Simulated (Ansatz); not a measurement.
CaHBr in space group P4/nmm (No. 129; Ca on 2c, H on 2a, Br on 2c), DFT-r²SCAN+D4 in the program Ansatz with PAW potentials. The conduction-band minimum lies at Z, with 1 equivalent valley. Second derivatives d²E/dk² of the lowest band at one valley (eV·Å²), along Cartesian directions:

| direction | d²E/dk² |
|---|---|
| [100] | 14.01 |
| [010] | 14.01 |
| [001] | 2.798 |
| [110] | 14.02 |
| [101] | 8.408 |
| [011] | 8.408 |

### Question
Find the principal effective masses, the density-of-states mass and the conductivity mass.

### Answer
Off-diagonal terms follow from H_xy = H[110] − (H_xx + H_yy)/2, and m*/mₑ = 7.620 eV·Å² over each eigenvalue: 0.54, 0.54, 2.7. One valley's DOS mass (m₁m₂m₃)^(1/3) = 0.93, conductivity mass 3/(Σ 1/mᵢ) = 0.74 mₑ.

### Question
What effective density of states Nc follows at 300 K for parabolic valleys?

### Answer
Nc = 2.509e19 × 1 × (0.93)^(3/2) ≈ 2.3e19 cm⁻³.

The first step of the workflow began from a Materials Project structure, measured or hypothetical; the Crystallography Open Database files this formula in space group No. 129, but the cells were not matched. Its standing as an ambient phase is unchecked. The cell was relaxed with r²SCAN+D4 under the symmetry of its start; whether a distortion lowers the energy is not shown. Scalar-relativistic: spin–orbit coupling is off unless named, which matters more the heavier the elements.

Potentials: the later of the program's two PAW sets.

Edges and masses are those of Kohn–Sham bands, whose gap is no quasiparticle gap.
